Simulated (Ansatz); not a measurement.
Polymorphs of AlAg, each relaxed with r²SCAN in the plane-wave PAW code Ansatz:

A: Cmcm
a = 2.8510 Å, b = 10.4422 Å, c = 4.5066 Å, α = β = γ = 90.00°

```json
[
 {"atom": "Ag", "site": "4c", "symmetry": "m2m", "x": "0.0000", "y": "0.3351", "z": "0.2500"},
 {"atom": "Al", "site": "4c", "symmetry": "m2m", "x": "0.0000", "y": "0.0738", "z": "0.2500"}
]
```

B: rock salt (Fm-3m)
a = 5.364 Å, b = 5.364 Å, c = 5.364 Å, α = 90.00°, β = 90.00°, γ = 90.00°

| atom | site | symmetry | x | y | z |
|---|---|---|---|---|---|
| Ag | 4a | m-3m | 0.0000 | 0.0000 | 0.0000 |
| Al | 4b | m-3m | 0.5000 | 0.5000 | 0.5000 |

### Question
Put the candidates in order of energy per atom at 0 K, lowest first, for r²SCAN.

### Answer
A (+0 meV/atom), B (+275 meV/atom)

Typed or built starts, not in the databases checked: A; B. Unstable at this level: B. All cells were relaxed under the symmetry of their starts (and spin orders); stability against distortions was not tested throughout. Rows with no word on spin ran without spin polarisation. Spin–orbit coupling is left out wherever it is not named.

Energies hold the estimated change up to a 700 eV cutoff; steps of a few meV lie near the error of the meshes.

Potentials: the earlier of the program's two PAW sets.
